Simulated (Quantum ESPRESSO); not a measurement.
pw.x input (Quantum ESPRESSO 7.5; PBEsol, PseudoDojo standard norm-conserving files, scalar-relativistic):

```
&CONTROL
  calculation = 'scf'
  pseudo_dir = './pseudo'
  outdir = './out'
  tprnfor = .true.
  tstress = .true.
/
&SYSTEM
  ibrav = 0
  nat = 6
  ntyp = 3
  ecutwfc = 84.0
  ecutrho = 336.0
  occupations = 'smearing'
  smearing = 'fd'
  degauss = 0.002
  nbnd = 26
/
&ELECTRONS
  conv_thr = 6e-10
/
ATOMIC_SPECIES
F 18.9984 F.upf
Al 26.9815 Al.upf
Tl 204.3800 Tl.upf
CELL_PARAMETERS angstrom
  3.701123608000   0.000000000000   0.000000000000
  0.000000000000   3.701123608000   0.000000000000
  0.000000000000   0.000000000000   6.433286365000
ATOMIC_POSITIONS crystal
F   0.000000000000   0.000000000000   0.722973216800
F   0.000000000000   0.000000000000   0.277026783200
F   0.500000000000   0.000000000000   0.000000000000
F   0.000000000000   0.500000000000   0.000000000000
Al   0.000000000000   0.000000000000   0.000000000000
Tl   0.500000000000   0.500000000000   0.500000000000
K_POINTS automatic
8 8 4 0 0 0
```

End of the output:

```

[...]
     the Fermi energy is     6.6711 ev
!    total energy              =    -323.11816634 Ry
     estimated scf accuracy    <          5.8E-10 Ry
     smearing contrib. (-TS)   =      -0.00000000 Ry
     internal energy E=F+TS    =    -323.11816634 Ry
     The total energy is F=E-TS. E is the sum of the following terms:
     one-electron contribution =    -115.30252958 Ry
     hartree contribution      =      87.09639864 Ry
     xc contribution           =     -83.78183762 Ry
     ewald contribution        =    -211.13019778 Ry
     convergence has been achieved in  10 iterations
     Forces acting on atoms (cartesian axes, Ry/au):
     atom    1 type  1   force =     0.00000000    0.00000000   -0.00018691
     atom    2 type  1   force =     0.00000000    0.00000000    0.00018691
     atom    3 type  1   force =     0.00000000    0.00000000    0.00000000
     atom    4 type  1   force =     0.00000000    0.00000000    0.00000000
     atom    5 type  2   force =     0.00000000    0.00000000    0.00000000
     atom    6 type  3   force =     0.00000000    0.00000000    0.00000000
     Total force =     0.000264     Total SCF correction =     0.000045
     SCF correction compared to forces is large: reduce conv_thr to get better values
     Computing stress (Cartesian axis) and pressure
          total   stress  (Ry/bohr**3)                   (kbar)     P=      -29.21
  -0.00022542   0.00000000   0.00000000          -33.16        0.00        0.00
   0.00000000  -0.00022542   0.00000000            0.00      -33.16        0.00
   0.00000000   0.00000000  -0.00014481            0.00        0.00      -21.30
```
In a gapped system the printed Fermi energy is only some level inside the gap.

Spin-orbit coupling is not included.

Geometry relaxed with PBE+D3(BJ).
